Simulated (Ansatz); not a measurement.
Given:

YPd3:
```
CELL_PARAMETERS angstrom
      4.05697     0.00000     0.00000
      0.00000     4.05697     0.00000
      0.00000     0.00000     4.05697
ATOMIC_POSITIONS crystal
  Y  0.00000 0.00000 0.00000
  Pd 0.50000 0.50000 0.00000
  Pd 0.00000 0.50000 0.50000
  Pd 0.50000 0.00000 0.50000
```

This is the PBEsol-relaxed structure.

Task: All from PBEsol (plane waves, PAW; program Ansatz), unless another level is named. Give the formation energy from the elements (no fitted shifts).

Result: -0.86 eV/atom.

Task: What about the density of states at the Fermi level?

Result: 0.52 states/eV per atom (mean over ±0.08 eV).

Task: Give the gap with spin–orbit coupling.

Result: none (metallic).

Space group Pm-3m (Cu3Au type). The first step of the workflow began from a Materials Project structure, measured or hypothetical; the Crystallography Open Database files this formula in space group No. 221, but the cells were not matched. Its standing as an ambient phase is unchecked. The cell was relaxed with PBEsol under the symmetry of its start; of distortions, only those at the zone centre were tested. The run is not spin-polarised. The references are the lowest solids computed at this level, not always the standard phases. Scalar-relativistic: spin–orbit coupling is off unless named, which matters more the heavier the elements.

Potentials: the later of the program's two PAW sets.
